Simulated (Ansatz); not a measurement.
Input file for Ansatz (an electronic-structure program):

Ansatz 0.2 input:
```yaml
crystal:
  lattice:
    - [2.1012687833, -5.1844841146, 0.0]
    - [2.1012687833, 5.1844841146, 0.0]
    - [0.0, 0.0, 3.7795396975]
  atoms:
    - { symbol: Y, position: [0.1403435879, 0.8596564121, 0.75] }
    - { symbol: Y, position: [0.8596564121, 0.1403435879, 0.25] }
    - { symbol: Si, position: [0.4235575928, 0.5764424072, 0.75] }
    - { symbol: Si, position: [0.5764424072, 0.4235575928, 0.25] }
kpoints:
  mp_grid: { grid: [15, 15, 16] }
hamiltonian:
  xc: lda
  pseudopotentials: { kind: paw }
scf:
  occupations: { method: fermi_dirac, width: 0.1 }
elastic: { mode: relaxed_ion, stencil: two_point, amplitude: 0.005, f_tol: 0.0005 }
```

Output (shortened):

```
Pseudopotential: Y, paw, valence charge 11
Pseudopotential: Si, paw, valence charge 4
Functional definition: SPW92
Crystal: 4 atoms, lattice volume = 82.349 Å³
Basis set: ecut = 420 eV, 1615 PW (Γ)
Bands: 19, of which v1, the nominal top of the filled ones, is band 15 counted from 1 (14 counted from 0)
Symmetry: 8 space group operations
Space group: Cmcm (ITA 63), of the structure as read, at distance tolerance 4.4e-5 Å
k-points: 576 of 3600
SCF 1 converged in 10 iterations: F = -8712.200027 eV  dr2 = 6.84e-15
relax step   1: F+E_penalty+E_count = -8712.20002723 eV  Δ(F+E_penalty+E_count) = +0.000e0 eV  max|allowed force component| = 3.886e-2 eV/Å  Δτ_max = 0.0000 Å  (10 SCF iters, accepted)
Crystal: 4 atoms, lattice volume = 82.349 Å³
SCF 2 converged in 9 iterations: F = -8712.200149 eV  dr2 = 5.16e-14
relax step   2: F+E_penalty+E_count = -8712.20014905 eV  Δ(F+E_penalty+E_count) = -1.218e-4 eV  max|allowed force component| = 1.308e-2 eV/Å  Δτ_max = 0.0027 Å  (9 SCF iters, accepted)
Crystal: 4 atoms, lattice volume = 82.349 Å³
SCF 3 converged in 8 iterations: F = -8712.200164 eV  dr2 = 8.00e-15
relax step   3: F+E_penalty+E_count = -8712.20016435 eV  Δ(F+E_penalty+E_count) = -1.530e-5 eV  max|allowed force component| = 7.893e-3 eV/Å  Δτ_max = 0.0016 Å  (8 SCF iters, accepted)
Crystal: 4 atoms, lattice volume = 82.349 Å³
SCF 4 converged in 7 iterations: F = -8712.200172 eV  dr2 = 2.32e-14
relax step   4: F+E_penalty+E_count = -8712.20017220 eV  Δ(F+E_penalty+E_count) = -7.844e-6 eV  max|allowed force component| = 1.142e-6 eV/Å  Δτ_max = 0.0006 Å  (7 SCF iters, accepted)
Crystal: 4 atoms, lattice volume = 82.349 Å³
SCF 5 converged in 7 iterations: F = -8712.200172 eV  dr2 = 3.47e-15
Crystal: 4 atoms, lattice volume = 81.937 Å³
Basis set: ecut = 420 eV, 1611 PW (Γ)
SCF 6 converged in 9 iterations: F = -8712.199375 eV  dr2 = 6.51e-14
relax step   1: F+E_penalty+E_count = -8712.19937491 eV  Δ(F+E_penalty+E_count) = +0.000e0 eV  max|allowed force component| = 1.569e-2 eV/Å  Δτ_max = 0.0000 Å  (9 SCF iters, accepted)
Crystal: 4 atoms, lattice volume = 81.937 Å³
SCF 7 converged in 8 iterations: F = -8712.199413 eV  dr2 = 3.75e-15
relax step   2: F+E_penalty+E_count = -8712.19941323 eV  Δ(F+E_penalty+E_count) = -3.832e-5 eV  max|allowed force component| = 1.294e-4 eV/Å  Δτ_max = 0.0018 Å  (8 SCF iters, accepted)
Crystal: 4 atoms, lattice volume = 81.937 Å³
SCF 8 converged in 2 iterations: F = -8712.199413 eV  dr2 = 1.66e-15
Crystal: 4 atoms, lattice volume = 82.760 Å³
Basis set: ecut = 420 eV, 1631 PW (Γ)
SCF 9 converged in 9 iterations: F = -8712.198664 eV  dr2 = 3.31e-14
relax step   1: F+E_penalty+E_count = -8712.19866367 eV  Δ(F+E_penalty+E_count) = +0.000e0 eV  max|allowed force component| = 1.488e-2 eV/Å  Δτ_max = 0.0000 Å  (9 SCF iters, accepted)
Crystal: 4 atoms, lattice volume = 82.760 Å³
SCF 10 converged in 7 iterations: F = -8712.198698 eV  dr2 = 6.56e-14
relax step   2: F+E_penalty+E_count = -8712.19869849 eV  Δ(F+E_penalty+E_count) = -3.482e-5 eV  max|allowed force component| = 1.723e-4 eV/Å  Δτ_max = 0.0017 Å  (7 SCF iters, accepted)
Crystal: 4 atoms, lattice volume = 82.760 Å³
[...]
Crystal: 4 atoms, lattice volume = 82.348 Å³
SCF 36 converged in 2 iterations: F = -8712.199443 eV  dr2 = 3.79e-16
Crystal: 4 atoms, lattice volume = 82.348 Å³
k-points: 1017 of 3600
SCF 37 converged in 9 iterations: F = -8712.199724 eV  dr2 = 2.68e-15
relax step   1: F+E_penalty+E_count = -8712.19972414 eV  Δ(F+E_penalty+E_count) = +0.000e0 eV  max|allowed force component| = 2.077e-2 eV/Å  Δτ_max = 0.0000 Å  (9 SCF iters, accepted)
Crystal: 4 atoms, lattice volume = 82.348 Å³
SCF 38 converged in 7 iterations: F = -8712.199770 eV  dr2 = 1.98e-14
relax step   2: F+E_penalty+E_count = -8712.19976986 eV  Δ(F+E_penalty+E_count) = -4.572e-5 eV  max|allowed force component| = 1.056e-3 eV/Å  Δτ_max = 0.0022 Å  (7 SCF iters, accepted)
Crystal: 4 atoms, lattice volume = 82.348 Å³
SCF 39 converged in 6 iterations: F = -8712.199770 eV  dr2 = 8.75e-15
relax step   3: F+E_penalty+E_count = -8712.19976997 eV  Δ(F+E_penalty+E_count) = -1.158e-7 eV  max|allowed force component| = 1.022e-4 eV/Å  Δτ_max = 0.0001 Å  (6 SCF iters, accepted)
Crystal: 4 atoms, lattice volume = 82.348 Å³
SCF 40 converged in 2 iterations: F = -8712.199770 eV  dr2 = 4.03e-15
Crystal: 4 atoms, lattice volume = 82.348 Å³
SCF 41 converged in 9 iterations: F = -8712.199724 eV  dr2 = 2.66e-15
relax step   1: F+E_penalty+E_count = -8712.19972414 eV  Δ(F+E_penalty+E_count) = +0.000e0 eV  max|allowed force component| = 2.077e-2 eV/Å  Δτ_max = 0.0000 Å  (9 SCF iters, accepted)
Crystal: 4 atoms, lattice volume = 82.348 Å³
SCF 42 converged in 7 iterations: F = -8712.199770 eV  dr2 = 2.32e-14
relax step   2: F+E_penalty+E_count = -8712.19976982 eV  Δ(F+E_penalty+E_count) = -4.568e-5 eV  max|allowed force component| = 9.127e-4 eV/Å  Δτ_max = 0.0023 Å  (7 SCF iters, accepted)
Crystal: 4 atoms, lattice volume = 82.348 Å³
SCF 43 converged in 6 iterations: F = -8712.199770 eV  dr2 = 2.20e-14
relax step   3: F+E_penalty+E_count = -8712.19976995 eV  Δ(F+E_penalty+E_count) = -1.244e-7 eV  max|allowed force component| = 4.372e-4 eV/Å  Δτ_max = 0.0001 Å  (6 SCF iters, accepted)
Crystal: 4 atoms, lattice volume = 82.348 Å³
SCF 44 converged in 2 iterations: F = -8712.199770 eV  dr2 = 9.75e-15
SCF converged after 7 iterations
Stability not checked: this state was not tested for a lower state beside it, because too few of the mixer's solves of this state at the end of the SCF gave a …
Free energy (F): -8712.200172 eV
Harris-Foulkes:  -8712.200172 eV  (|F-HF|=1.82e-12)
Internal energy: -8712.129102 eV  (E = F + TS)
E sigma→0 (E₀):  -8712.164637 eV
Entropy (-TS):   -0.071070 eV (-17.768 meV/atom)
Fermi energy:    10.843031 eV
--- Per-component energies (eV) ---
  E_band       = -158.555212
  E_kinetic    = 699.570818
  E_local      = -1158.351504  (includes V_loc(G=0)·N_el)
  E_nonlocal   = 161.481464
  E_hartree    = 377.462125
  E_xc         = -457.495416
  E_vxc        = -497.171579  (∫ρ·V_xc dr)
  E_paw        = -6421.117512  (= ΣΔE_a)
  E_vpaw       = -119.008675  (= ΣTr[D̂ρ^β])
  E_aug_tail   = 0.000015  (compensation charges beyond the density's cutoff)
  E_ewald      = -1914.506925
  E_core_change = 0.827833  (= ΣΔE_core)
  E_smearing   = -0.071070  (= −TS)
  E_closure    = 0.000000  (closes the sum)
  Σ components = -8712.200172   (vs F -8712.200172, Δ=0.00e0)
--- Forces (eV/Å), atoms counted from 1 ---
  atom   1  Y      0.00000000     0.00000104     0.00000000
  atom   2  Y      0.00000000    -0.00000104     0.00000000
  atom   3  Si     0.00000000     0.00000116     0.00000000
  atom   4  Si     0.00000000    -0.00000116     0.00000000
  max |Σ_I F_I| component: 9.71e-17 eV/Å
--- Stress (GPa, compression-positive) ---
       -0.142199       0.000000       0.000000
        0.000000       0.157294       0.000000
        0.000000       0.000000      -0.018768
  P = ⅓ Tr σ = -0.0012 GPa (-0.012 kbar)
--- Band table (eV; the first three rows and the last of 576) ---
  k-point 0: bands = ["-31.0584", "-30.9814", "-11.4256", "-11.2041", "-11.1310", "-11.1138", "-10.9313", "-10.9163", "0.3400", "4.8292", "8.0962", "8.5420", "9.2366", "9.4976", "11.1168", "11.6916", "12.6295", "13.4946", "13.5085"]
  k-point 1: bands = ["-31.0572", "-30.9816", "-11.4202", "-11.2022", "-11.1377", "-11.1136", "-10.9352", "-10.9275", "0.3837", "4.8491", "8.1336", "8.5341", "8.6946", "9.9684", "11.0862", "11.4591", "12.5551", "13.5066", "13.6828"]
  k-point 2: bands = ["-31.0537", "-30.9824", "-11.4043", "-11.1967", "-11.1564", "-11.1130", "-10.9596", "-10.9471", "0.5135", "4.8957", "8.0219", "8.2413", "8.5125", "10.4604", "10.9672", "10.9758", "12.3818", "13.4115", "13.5119"]
  k-point 575: bands = ["-31.0072", "-31.0072", "-11.4440", "-11.4440", "-11.1317", "-11.1317", "-10.9648", "-10.9648", "3.1000", "3.1000", "7.0096", "7.0096", "9.1855", "9.1855", "10.7634", "10.7634", "12.4558", "12.4558", "13.0090"]
--- Elastic constants: 6 strain directions × 2 members + reference (group order 8) ---
  dense FFT box of the reference and of every strained cell: 40×40×27
  strains applied: 11, 22, 33, 23, 13, 12; error gains …
  reference relaxed by the batch: 4 steps …
  largest displacement 3.6e-3 Å; the constants are those of the deck's cell at these positions:
  atoms:
    - { symbol: Y, position: [0.14047389067331956, 0.8595261093266804, 0.7499999999999999] }
    - { symbol: Y, position: [0.8595261093266804, 0.14047389067331956, 0.25] }
    - { symbol: Si, position: [0.4239013872027215, 0.5760986127972784, 0.7499999999999999] }
    - { symbol: Si, position: [0.5760986127972784, 0.4239013872027215, 0.25] }
  C = ∂σ_k/∂η_j (tension-positive GPa; Voigt order 11 22 33 23 13 12):
       173.711     48.629     76.423      0.000      0.000      0.000
        48.923    222.634     31.346      0.000      0.000      0.000
        76.546     31.175    195.609      0.000      0.000      0.000
         0.000      0.000      0.000     50.743      0.000      0.000
         0.000      0.000      0.000      0.000    113.558      0.000
         0.000      0.000      0.000      0.000      0.000     62.504
  reference stress σ⁰ (GPa):      0.142     -0.157      0.019      0.000      0.000      0.000
  moduli (Voigt/Reuss/Hill, GPa): K = 100.55/100.54/100.55   G = 74.39/67.21/70.80   E = 172.02   ν = 0.215
  mechanically stable: yes (min eigenvalue of sym C = 50.74 GPa)
  strain η (Voigt 11):  stress-route row diagonal C_11 = 173.71 GPa, energy-path curvature d²(F+E_count+ΔE)/dδ²/Ω₀ = 173.72 GPa
         δ    σ_11 (GPa)             F (eV)   n_scf  n_hpsi   n_pw
    -5.000e-3      -0.7357       -8712.1994132       2  108512   1617   relax 2 steps, max|allowed force component| 1.29e-4 eV/Å
     5.000e-3       1.0014       -8712.1986985       2  108658   1635   relax 2 steps, max|allowed force component| 1.72e-4 eV/Å
  strain η (Voigt 22):  stress-route row diagonal C_22 = 222.63 GPa, energy-path curvature d²(F+E_count+ΔE)/dδ²/Ω₀ = 222.63 GPa
         δ    σ_22 (GPa)             F (eV)   n_scf  n_hpsi   n_pw
    -5.000e-3      -1.2929       -8712.1983181       2  108672   1619   relax 2 steps, max|allowed force component| 3.07e-4 eV/Å
     5.000e-3       0.9335       -8712.1991644       2  108407   1639   relax 3 steps, max|allowed force component| 1.82e-6 eV/Å
  strain η (Voigt 33):  stress-route row diagonal C_33 = 195.61 GPa, energy-path curvature d²(F+E_count+ΔE)/dδ²/Ω₀ = 195.61 GPa
         δ    σ_33 (GPa)             F (eV)   n_scf  n_hpsi   n_pw
    -5.000e-3      -0.9750       -8712.1989506       2  108527   1620   relax 2 steps, max|allowed force component| 4.43e-5 eV/Å
     5.000e-3       0.9811       -8712.1988814       2  108642   1636   relax 2 steps, max|allowed force component| 6.20e-5 eV/Å
  strain η (Voigt 23):  stress-route row diagonal C_44 = 50.74 GPa, energy-path curvature d²(F+E_count+ΔE)/dδ²/Ω₀ = 50.78 GPa
         δ    σ_23 (GPa)             F (eV)   n_scf  n_hpsi   n_pw
    -5.000e-3      -0.2537       -8712.1998458       2  182775   1625   relax 3 steps, max|allowed force component| 3.05e-4 eV/Å
     5.000e-3       0.2537       -8712.1998457       2  182585   1625   relax 3 steps, max|allowed force component| 2.20e-4 eV/Å
  strain η (Voigt 13):  stress-route row diagonal C_55 = 113.56 GPa, energy-path curvature d²(F+E_count+ΔE)/dδ²/Ω₀ = 113.52 GPa
         δ    σ_13 (GPa)             F (eV)   n_scf  n_hpsi   n_pw
    -5.000e-3      -0.5678       -8712.1994430       2  182562   1624   relax 1 steps, max|allowed force component| 3.18e-4 eV/Å
     5.000e-3       0.5678       -8712.1994430       2  182669   1624   relax 1 steps, max|allowed force component| 3.18e-4 eV/Å
  strain η (Voigt 12):  stress-route row diagonal C_66 = 62.50 GPa, energy-path curvature d²(F+E_count+ΔE)/dδ²/Ω₀ = 62.51 GPa
         δ    σ_12 (GPa)             F (eV)   n_scf  n_hpsi   n_pw
    -5.000e-3      -0.3125       -8712.1997700       2  192048   1627   relax 3 steps, max|allowed force component| 1.02e-4 eV/Å
     5.000e-3       0.3125       -8712.1997699       2  192097   1627   relax 3 steps, max|allowed force component| 4.37e-4 eV/Å
```

Cost: very roughly 25 core-minutes on shared cores.

The first step of the workflow began from a Materials Project structure, measured or hypothetical; the Crystallography Open Database copy checked does not list it. Whether it is the stable phase at ambient conditions was not checked. Symmetry was held in the LDA relaxation; its stability against distortions is not shown here. The run is not spin-polarised. As this level gives no gap, shear constants depend on the k-mesh and smearing (Fermi–Dirac, 0.1 eV here). Spin–orbit coupling is left out wherever it is not named.

Potentials: the later of the program's two PAW sets.

Ansatz is a plane-wave DFT program.
